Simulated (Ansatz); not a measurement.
GdAg₂:
```yaml
crystal:
  lattice:
    - [-1.86858, 1.86858, 4.66907]
    - [1.86858, -1.86858, 4.66907]
    - [1.86858, 1.86858, -4.66907]
  atoms:
    - { symbol: Ag, position: [0.32695, 0.32695, 0.00000] }
    - { symbol: Ag, position: [0.67305, 0.67305, 0.00000] }
    - { symbol: Gd, position: [0.00000, 0.00000, 0.00000] }
```
The run is spin-polarised; directions of the spins, atom by atom: 0 0 ↑.

Relaxed with r²SCAN.

Question: Give the Bader charges and basin volumes of the independent atoms, the program Ansatz at the r²SCAN level (PAW).

Answer: 

```json
[
 {"atom": "Ag1", "Bader charge (e)": "-0.75", "Bader volume (Å³)": "23.5"},
 {"atom": "Gd3", "Bader charge (e)": "+1.50", "Bader volume (Å³)": "18.1"}
]
```

Space group I4/mmm (MoSi2 or CaC2 type). The workflow started from an entry of the Crystallography Open Database (COD). Whether it is the stable phase at ambient conditions was not checked. Symmetry was held in the r²SCAN relaxation; its stability against distortions is not shown here. Spin order of the final state: ferromagnetic, the only order run, not a proven ground state. The 4f shell is in the valence, and the state reached may lie above the lowest one. Other orbital occupations within this spin state were not tried. No Hubbard U is applied. Spin–orbit coupling is left out wherever it is not named.

Potentials: the later of the program's two PAW sets.
